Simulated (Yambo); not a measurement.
GaAl$_{3}$N$_{4}$ (space group P-43m, No. 215), G0W0@LDA in Yambo (4×4×4 mesh, plasmon pole; 8 Ry block, no terminator). The number N of bands in W and G is varied.

```json
[
 {"N": "62", "x = 1/N": "0.01613", "gap Γ → Γ (eV)": "4.577", "shift of the valence edge (eV)": "0.009"},
 {"N": "89", "x = 1/N": "0.01124", "gap Γ → Γ (eV)": "4.554", "shift of the valence edge (eV)": "-0.193"},
 {"N": "126", "x = 1/N": "0.00794", "gap Γ → Γ (eV)": "4.554", "shift of the valence edge (eV)": "-0.341"},
 {"N": "161", "x = 1/N": "0.00621", "gap Γ → Γ (eV)": "?", "shift of the valence edge (eV)": "?"}
]
```

### Question
Basis-set arguments suggest E = E∞ + A x. Fix A and E∞ from the two rows above the withheld one, predict the row at 161 bands, and test the form.

### Answer
Gap: A = (4.554 − (4.554))/(0.00794 − 0.01124) = 0.00, E∞ = 4.554 eV, so 4.554 eV is predicted; the run gave 4.586 eV (miss 32 meV). The first two rows have slope 4.70, so the form doesn't hold yet over the whole range. Shift: A = (-0.341 − (-0.193))/(0.00794 − 0.01124) = 44.8, E∞ = -0.697 eV, so -0.419 eV is predicted; the run gave -0.448 eV (miss 29 meV). The first two rows have slope 41.3, within 15 % of that. The other settings are held fixed.

The standard potential for Ga keeps a d shell in the valence without the s and p states of that shell. In tests on such compounds this moved G0W0 gaps by up to about 0.9 eV, so absolute quasiparticle energies here are unreliable; differences between settings are what counts.

Spin-orbit coupling is not included.

Geometry of the Materials Project entry, not relaxed at this level; primitive cell a = b = c = 4.401 Å, α = β = γ = 90.00°.

The structure is a Materials Project entry; no match was found in the copy of COD used, and its stability was not checked.

A shift is the quasiparticle energy of the state minus its LDA energy.
